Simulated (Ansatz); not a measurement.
This cell of ZnO (wurtzite) is off equilibrium:

```
ZnO
1.0
    3.23518     0.00000     0.00000
   -1.61759     2.80175     0.00000
    0.00000     0.00000     5.21141
Zn O
2 2
Cartesian
  1.61759   0.93392   0.01257
  0.00000   1.86783   2.61828
  1.61759   0.93392   3.24560
  0.20000   1.86783   0.63990
```

Computed with r2SCAN (plane waves to 500 eV, PAW, scalar-relativistic; Ansatz, a program for electronic structure). k mesh 9×9×5 (Γ-centred), Fermi-Dirac smearing 0.05 eV. The energy includes the smearing's −TS. Compression counts positive. ZnO was relaxed with its symmetry unable to fall.

What forces act on the atoms (eV/Å, Cartesian)?


```csv
atom,Fx,Fy,Fz
Zn1,1.661,-0.730,-0.369
Zn2,0.021,-0.005,-0.069
O3,0.187,-0.026,-0.025
O4,-1.870,0.761,0.462
```

Give the stress tensor in GPa and the pressure.


```
   3.50    -6.03    -3.44
  -6.03     1.43     1.62
  -3.44     1.62     0.56
```
The pressure, a third of the trace, is 1.83 GPa.

In it atom 4 sits (0.200, 0.000, 0.000) Å away from its relaxed site. What is its energy relative to the relaxed cell?

177.7 meV/cell.

(A displaced cell: forces are minus the slopes of the energy, force constants its curvatures, and phonons follow from these.)
